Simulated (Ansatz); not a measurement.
CuI (zinc blende)

```
CuI
1.0
    0.00000     3.03967     3.03967
    3.03967     0.00000     3.03967
    3.03967     3.03967     0.00000
I Cu
1 1
Direct
  0.75000   0.75000   0.75000
  0.00000   0.00000   0.00000
```

The slice is a {100} plane (indices of the conventional cell) through the point (0.000, 0.000, 0.000) (fractional), spanned by u = [100] and v = [0 1 -1] in vectors of this cell: u (4.30 Å) and v (4.30 Å, at 90° to u). It covers one period; positions are fractions (u, v).

These are PBE (plane waves to 420 eV, PAW, scalar-relativistic; Ansatz, a first-principles code) values and carry that method's errors. k mesh 9×9×9. Near the nuclei the fields are pseudised (PAW); where an atom keeps semicore shells as valence, they peak there. CuI is run without spin polarisation. CuI was relaxed with its symmetry unable to fall. Spin-orbit coupling is left out, though I is heavy.

Three fields on this plane, each scaled to ten steps between its own extremes (0 low, 9 high; the total valence density on a logarithmic scale, the potential cut 8 eV below its top; x marks points blanked near nuclei; v = 0 in the bottom row):

Map A
```
|xxxxxxx146666666666641xxxxxx|
|xxxxxxx256777666777652xxxxxx|
|xxxxxx03567777777776530xxxxx|
|xxxxxx25677777777777652xxxxx|
|xxxxx2467888888888887642xxxx|
|xxx02467888888888888876420xx|
|1123567888999999999888765321|
|4455678889999999999988876554|
|6666788899999999999998887666|
|6677788999999999999999887776|
|6677788999999999999999887776|
|6677788999999999999999887776|
|6667788999999999999999887766|
|6667788999999999999999887766|
|6667788999999999999999887766|
|6677788999999999999999887776|
|6677788999999999999999887776|
|6677788999999999999999887776|
|6666788899999999999998887666|
|4455678889999999999988876554|
|1123567888999999999888765321|
|xxx02467888888888888876420xx|
|xxxxx2467888888888887642xxxx|
|xxxxxx25677777777777652xxxxx|
|xxxxxx03567777777776530xxxxx|
|xxxxxxx256777666777652xxxxxx|
|xxxxxxx146666666666641xxxxxx|
|xxxxxxx146666666666641xxxxxx|
```

Map B
```
|xxxxxxx988777777777889xxxxxx|
|xxxxxxx987777777777789xxxxxx|
|xxxxxx98777777777777789xxxxx|
|xxxxxx98766666666666789xxxxx|
|xxxxx9876665555555666789xxxx|
|xxx99876655555555555667899xx|
|9998876654444444444556678899|
|8887766544433333334445667788|
|8877665443332222233344566778|
|7777665443222111222344566777|
|7777655433211101112334556777|
|7777655432210000012234556777|
|7777655432110000011234556777|
|7777655432110000011234556777|
|7777655432110000011234556777|
|7777655432210000012234556777|
|7777655433211101112334556777|
|7777665443222111222344566777|
|8877665443332222233344566778|
|8887766544433333334445667788|
|9998876654444444444556678899|
|xxx99876655555555555667899xx|
|xxxxx9876665555555666789xxxx|
|xxxxxx98766666666666789xxxxx|
|xxxxxx98777777777777789xxxxx|
|xxxxxxx987777777777789xxxxxx|
|xxxxxxx988777777777889xxxxxx|
|xxxxxxx988777777777889xxxxxx|
```

Map C
```
|xxxxxxx234578999875432xxxxxx|
|xxxxxxx234578999875432xxxxxx|
|xxxxxx22345678887654322xxxxx|
|xxxxxx22334567776543322xxxxx|
|xxxxx2222334555554332222xxxx|
|xxx22222222334443322222222xx|
|2222222211112222211112222222|
|3333322111111111111111223333|
|4444332110000000000011233444|
|6555432110000000000011234555|
|7776543110000000000011345677|
|9887653210000000000012356788|
|9998754210000000000012457899|
|9998754210000000000012457899|
|9998754210000000000012457899|
|9887653210000000000012356788|
|7776543110000000000011345677|
|6555432110000000000011234555|
|4444332110000000000011233444|
|3333322111111111111111223333|
|2222222211112222211112222222|
|xxx22222222334443322222222xx|
|xxxxx2222334555554332222xxxx|
|xxxxxx22334567776543322xxxxx|
|xxxxxx22345678887654322xxxxx|
|xxxxxxx234578999875432xxxxxx|
|xxxxxxx234578999875432xxxxxx|
|xxxxxxx234679999976432xxxxxx|
```

Assign the maps to these fields: electron localisation function (ELF); valence electron density; electrostatic potential energy of an electron, from the cell's mean.

A is the electrostatic potential energy of an electron, from the cell's mean; B is the valence electron density; C is the electron localisation function (ELF).
